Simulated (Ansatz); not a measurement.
Calculated ³³S NMR of the central transition for KCSN

Cell: an entry of the Crystallography Open Database (COD) whose atoms were relaxed with PBE, the cell held.

Space group Pbcm (No. 57); a = 6.6600, b = 6.6350, c = 7.5800 Å.

```csv
site,Wyckoff,site symmetry,x,y,z
K,4c,2..,0.1985,0.7500,0.0000
C,4d,..m,0.2318,0.2881,0.7500
S,4d,..m,0.3998,0.1084,0.7500
N,4d,..m,0.1092,0.4184,0.7500
```

One atom of each set is listed.

The numbers come from a DFT calculation in Ansatz (PBE, plane waves and PAW, scalar-relativistic, 420 eV cutoff, Γ-centred 4×4×4 k-points, Fermi–Dirac smearing 0.02 eV).

³³S has I = 3/2 and Q = -69.40 mb (Pyykkö 2018); at 23.5 T its Larmor frequency is ν₀ = 76.9 MHz. Only the quadrupole interaction is simulated: positions count from each site's isotropic chemical shift, and shift anisotropy, dipolar and J coupling are left out.

(1) What does the ³³S spectrum (static powder) show for each site?

Answers

(1) 

| site | first shell | C_Q (MHz) | η | P_Q (MHz) | δ_QIS (ppm) | breadth (kHz) |
| --- | --- | --- | --- | --- | --- | --- |
| S | 1 C at 1.64 Å; also 2 K at 3.32 Å | -36.5 | 0.02 | 36.5 | -5635 | 2296 |

δ_QIS = −(ν_Q²/30ν₀²)[I(I+1) − 3/4](1 + η²/3) × 10⁶ ppm with ν_Q = 3|C_Q|/[2I(2I−1)]; it falls as 1/B₀² in ppm, and the breadth as 1/B₀ in kHz.

At S V_zz points along its bond to C (within 1°).

With ν_Q/ν₀ up to 0.24, terms beyond second order are no longer negligible.

The database positions were far from equilibrium, so the relaxed structure may not be the compound's real one.
